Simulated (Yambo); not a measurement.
A G0W0@PBEsol run in Yambo for PdSO4 (space group C2/c, No. 15) (2×2×2 Γ-centred k mesh, bands 9 to 278 and a 7 Ry block in the screening, 278 bands in G with the Bruneval-Gonze terminator, plasmon pole fitted at 27.2 eV) gives these matrix elements, in eV, at the band edges ((-0.5, -0.5, 0) → (-0.5, -0.5, 0)):

```csv
state,E0,<Vxc>,<Σx>,<Σc(E0)>,Z
valence edge,0.000,-22.056,-27.591,4.685,0.782
conduction edge,0.938,-23.161,-18.582,-3.056,0.782
```

Solve the linearised quasiparticle equation for both states, give the gap, and say how exchange and correlation each act on it.

E = E0 + Z(Σx + Σc − Vxc). Valence: 0.000 + 0.782 × (-27.591 + (4.685) − (-22.056)) = -0.66 eV. Conduction: 0.938 + 0.782 × (-18.582 + (-3.056) − (-23.161)) = 2.13 eV. The gap is 2.79 eV, against 0.94 eV in PBEsol. Replacing Vxc by bare exchange alone would open it by 10.11 eV; correlation takes back 7.74 eV of that, and Z scales what is left. Nearest settings tried, and what they do to the gap: 117 bands in G: +12 meV; 140 bands in W: -30 meV; 6 Ry block (323 vectors against 375): +1 meV; 2×2×1 mesh: +189 meV. So the settings aren't converged at that level. The k mesh is coarse. Spin-orbit splittings are left out.

Geometry of the Materials Project entry, not relaxed at this level; primitive cell a = b = 4.9132 Å, c = 7.7776 Å, α = β = 98.14°, γ = 80.67°.

The structure is a Materials Project entry; no match was found in the copy of COD used, and its stability was not checked.
